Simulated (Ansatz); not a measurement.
## Metals for narrow interconnects: the product ρλ

Plane-wave DFT in Ansatz, LDA, scalar-relativistic PAW potentials, cutoff 420 eV, no spin-orbit coupling; no spin polarisation. Relaxed crystals; Boltzmann transport at 300 K with one relaxation time τ for all states, on bands interpolated from the mesh shown (Fermi–Dirac smearing 0.15 eV in the self-consistent run).

| metal | k mesh | σ/τ xx, yy, zz (10²⁰ Ω⁻¹ m⁻¹ s⁻¹) | N(E_F) (states eV⁻¹ nm⁻³, both spins) |
| --- | --- | --- | --- |
| SnAu (P6_3/mmc) | 12×12×8 | 11.94, 11.94, 9.88 | 14.9 |
| Ti₈C₅ (R-3m) | 6×6×6 | 0.77, 0.77, 0.76 | 23.2 |
| TaRu (Pm-3m) | 14×14×14 | 8.72, 8.72, 8.72 | 108.6 |
| InP₃ (R-3m) | 6×6×6 | 1.05, 1.05, 0.81 | 8.4 |

**Question.** Get the Fermi velocity and ρλ of each, along its best-conducting axis, without knowing τ.

**Answer.** The trace of σ/τ is e²N(E_F)⟨v²⟩, which gives the root mean square velocity. With ρ = 1/((σ/τ)τ) and λ = vτ the time drops out: ρλ = v/(σ/τ).
| metal | v (10⁵ m/s) | ρλ (10⁻¹⁶ Ω m²) |
| --- | --- | --- |
| TaRu (Pm-3m) | 3.88 | 4.4 |
| SnAu (P6_3/mmc) | 11.88 | 9.9 |
| Ti₈C₅ (R-3m) | 2.49 | 32.3 |
| InP₃ (R-3m) | 4.67 | 44.4 |

ρλ measures the inverse of the Fermi surface's area in k space (1/(ρλ) = e²S_F/(12π³ħ) for an isotropic metal), not the velocity: slow d electrons on a large surface can match fast s electrons. Copper's value in the literature is about 6.7×10⁻¹⁶ Ω m².

**Question.** How much resistivity do surfaces and grain boundaries add in a square wire 6 nm wide, with diffuse surfaces, grains as wide as the wire and a reflection coefficient of 0.3?

**Answer.** In the common approximations to Fuchs–Sondheimer and Mayadas–Shatzkes, Δρ = ρλ [3(1 − p)/(4d) + 3R/(2D(1 − R))], with specularity p = 0, R = 0.3, and width d and grain size D both 6 nm, so Δρ = ρλ × 2.32×10⁸ m⁻¹: TaRu (Pm-3m) 10.3 μΩ cm, SnAu (P6_3/mmc) 23.1 μΩ cm, Ti₈C₅ (R-3m) 75.1 μΩ cm, InP₃ (R-3m) 103.0 μΩ cm. The rise is smallest in TaRu (Pm-3m). The wire's resistivity is this plus the bulk value, which needs phonon and disorder scattering and wasn't computed, so a small ρλ is needed but not enough: a wire metal must also be stable, stay ordered and resist electromigration and oxidation. One τ for all states gives, as a rule, a lower ρλ than one λ would, by some tens of per cent where velocities vary over the Fermi surface, which flatters d metals against copper, and the values hang on the mesh; the best axis of an anisotropic metal needs oriented grains, and the mean velocity understates λ along it.

Spin-orbit coupling, left out, matters for the members with heavy elements.

Cost: about 96 core-minutes for the runs cited, on Oxide Virtual Turin-like Processor (Zen 5), Intel Xeon 6975P-C (Granite Rapids), Intel Xeon Platinum 8259CL (Skylake/Cascade Lake) (shared hosts).